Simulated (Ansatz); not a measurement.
## Squeezing Sr2B (begun as CdCl2 type, now Fm-3m)

```
B Sr
1.0
     2.43433   -1.40546    3.97819
     0.00000    2.81093    3.97819
    -2.43433   -1.40546    3.97819
B Sr
1 2
Direct
  0.00000 0.00000 0.00000
  0.24998 0.24998 0.24998
  0.75002 0.75002 0.75002
```

The cell comes from a relaxation on PAW files under the same functional, begun from a prototype that needn't be the stable phase.

Its volume is scaled, and at each volume shape and atoms are relaxed on PAW files; all methods then take that cell.

Computed with Ansatz 0.2.0; functional LDA, scalar-relativistic. Settings: a Γ-centred 10×10×10 k mesh, Fermi–Dirac smearing of 0.05 eV, no spin polarisation. Methods: LAPW: all electrons, basis error target 0.5 meV/atom; PAW: frozen-core files, cutoff 420 eV.

Energies are extrapolated to zero smearing and count from the unscaled cell; pressure is positive in compression; gaps take the mesh and a band path. No temperature or zero-point motion is included.

The PAW files were made under PBE.

| V/V0 | V (Å³/atom) | P LAPW (GPa) | ΔE LAPW (eV/atom) | P PAW − LAPW (GPa) | ΔE PAW − LAPW (meV/atom) | space group | shortest distance (Å) |
| --- | --- | --- | --- | --- | --- | --- | --- |
| 1.00 | 27.22 | 0.00 | 0.000 | 0.00 | 0.0 | Fm-3m | 2.982 |
| 0.90 | 24.50 | 4.37 | 0.034 | 0.01 | 0.1 | Fm-3m | 2.879 |
| 0.60 | 16.33 | ? | 0.960 | 0.01 | 0.6 | Fm-3m | 2.515 |

(1) What belongs in the row "0.60", column "P LAPW (GPa)"?

(2) From the table, what is the rise of the enthalpy H = E + pV up to the last row, and how stiff is the crystal between the last two rows?

Answers

(1) 41.6.

(2) ΔH = 0.960 eV + (41.6 GPa × 16.33 Å³ − 0.00 GPa × 27.22 Å³) × 0.006242 eV/(GPa·Å³) = 5.20 eV/atom, of which pV makes 82 %. The mean bulk modulus there is −ΔP/Δln V = 91.8 GPa.
